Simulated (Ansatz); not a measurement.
Starting cell, BiRh (NiAs type):

```
BiRh
1.0
    4.11118     0.00000     0.00000
   -2.05559     3.56038     0.00000
    0.00000     0.00000     5.63649
Bi Rh
2 2
Direct
  0.33333   0.66667   0.25000
  0.66667   0.33333   0.75000
  0.00000   0.00000   0.50000
  0.00000   0.00000   0.00000
```

Scan: atom 2 (Bi, nearest neighbour Rh at 2.760 Å; its periodic images, 4.1 Å or more away, move with it) is displaced along Cartesian x, direction (1.000, 0.000, 0.000) in Cartesian axes, by s. The other atoms stay.

Level of theory: PBEsol (plane waves to 420 eV, PAW, scalar-relativistic; Ansatz, a quantum-chemistry and plane-wave program). k mesh 11×11×7 (Γ-centred), Fermi-Dirac smearing 0.05 eV. The energy includes the smearing's −TS. With partly filled bands, energies and forces of such displacements shift with the k mesh and the smearing. BiRh is run without spin polarisation. BiRh was relaxed with its symmetry unable to fall. Spin-orbit coupling is left out, though Bi is heavy. ΔE is measured from the undisplaced structure. The last digit holds for this mesh only.

| s (Å) | ΔE (meV/cell) |
|---|---|
| -0.280 | 316.9 |
| -0.224 | 200.4 |
| -0.168 | 111.6 |
| -0.112 | 49.2 |
| -0.056 | 12.2 |
| 0.000 | 0.0 |
| 0.056 | 12.2 |
| 0.112 | 49.2 |
| 0.168 | 111.6 |
| 0.224 | 200.4 |
| 0.280 | 316.9 |

Problem. What force constant k = d²E/ds² at s = 0 does the table give?

Solution. 7.8 eV/Å². It is the second difference of the nearest points, corrected with the next pair.

Problem. With k = 7.80 eV/Å² from the forces, is the well harmonic out to s = 0.280 Å?

Solution. ½ks² = 306 meV/cell against the computed 317 meV/cell, so the well is close to harmonic there.

(A displaced cell: forces are minus the slopes of the energy, force constants its curvatures, and phonons follow from these.)
